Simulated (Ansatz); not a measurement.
# What DFT gives for ZnAg

```yaml
crystal:
  lattice:
    - [3.13144, 0.00000, 0.00000]
    - [0.00000, 3.13144, 0.00000]
    - [0.00000, 0.00000, 3.13144]
  atoms:
    - { symbol: Zn, position: [0.50000, 0.50000, 0.50000] }
    - { symbol: Ag, position: [0.00000, 0.00000, 0.00000] }
```

Method: LDA, no spin polarisation; PAW, plane waves to 420 eV, 11×11×11 Γ-centred mesh, fermi-dirac occupations (width 0.1 eV) (Ansatz 0.2.0), atoms fixed.

Q: How is the charge shared?

A: Bader charges in e: Zn +0.30, Ag -0.30. In the mean Zn gives up most and Ag takes most.

Q: Metal or insulator?

A: It is a metal, with about 0.52 states/eV a cell as the mean within 0.25 eV of the Fermi level.

Q: Is the cell too large or too small?

A: The pressure is -6.1 GPa (compression positive), so with the atoms held at these fractions the cell would first shrink.

Q: Is it stable against the elements?

A: -0.05 eV an atom against the elements' usual phases (free molecules for gases, crystals otherwise, with no correction for O₂ or N₂), so it is bound against them; other compounds may still compete. Relaxing would lower it.

Q: What do density and ELF say about some of the short contacts?

A: Zn–Ag at 2.71 Å: least valence density 0.25 e/Å³ and ELF 0.22 there. Zn–Zn at 3.13 Å: least valence density 0.14 e/Å³ and ELF 0.26 there. Ag–Ag at 3.13 Å: least valence density 0.17 e/Å³ and ELF 0.18 there. These are pseudo-fields; inside the PAW spheres they differ from the all-electron ones.

Origin: a database entry at a rescaled volume.
